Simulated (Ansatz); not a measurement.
The calculation used Ansatz 0.2.0, DFT PBE, scalar-relativistic, plane waves, PAW, and for the lanthanide a 4f-in-core norm-conserving potential. The screen uses 690 eV, coarse Γ-centred meshes (up to 0.6 Å⁻¹ on the start cell), Gaussian smearing of 0.15 eV, tolerances of 0.08 eV/Å and 0.8 GPa and 16 steps at most, with the symmetry of each start kept. No spin polarisation. Energies are free energies per atom, good to about 0.1 eV/atom between metallic cells, end volumes are rough, and groups of ends are read at 0.1 Å.

Two trial cells of KTmI4, not yet relaxed:

A.

```
K Tm I
1.0
     4.17669    2.41142    4.66254
    -4.17669    2.41142    4.66254
     0.00000   -4.82283    4.66254
K Tm I
1 1 4
Direct
  0.14123 0.14123 0.14123
  0.83580 0.83580 0.83580
  0.79506 0.30331 0.79506
  0.79506 0.79506 0.30331
  0.30331 0.79506 0.79506
  0.64618 0.64618 0.64618
```

B.

```
K Tm I
1.0
     6.17668    0.00000    0.00000
    -3.08834    5.34916    0.00000
     0.00000    0.00000    9.04673
K Tm I
1 1 4
Cartesian
  0.0000 0.0000 4.5234
  0.0000 0.0000 0.0000
  0.0000 3.5661 3.2535
  0.0000 3.5661 5.7932
  3.0883 1.7831 5.7932
  3.0883 1.7831 3.2535
```

Task: Which is lower as given, and which after relaxing?

Result: As given, B is lower by 0.64 eV/atom. Relaxed, A is lower by 0.81 eV/atom, so the order turns round. A goes from R3m at 47.0 Å³/atom to R3m at 84.7 Å³/atom and gains 2.42 eV/atom. B goes from P6/mmm at 49.8 Å³/atom to P6/mmm at 40.7 Å³/atom and gains 0.97 eV/atom. The closest pair in A goes from I–I at 2.38 Å to Tm–I at 2.78 Å. The closest pair in B goes from I–I at 2.54 Å to I–I at 3.34 Å. At the end: counting I atoms around K and Tm (those within 1.25 times the shortest such distance or 1.15 times the sum of covalent radii, 1.27 where that leaves under three; the shortest distance is added where it exceeds 1.18 times the sum of covalent radii), A has K 3, Tm 4 and B has K 12 from 4.1 Å, Tm 12. The lowest end among all the guesses of this search lies 0.19 eV/atom under the better of the two.

No dispersion correction is applied, so the spacing and binding between layers, chains or molecules are poorly described (R3m), and this can change margins and order among such cells. Spin–orbit coupling, which can matter for I, is left out.

The lanthanide is trivalent by construction, without f bands, f moments or other valences.
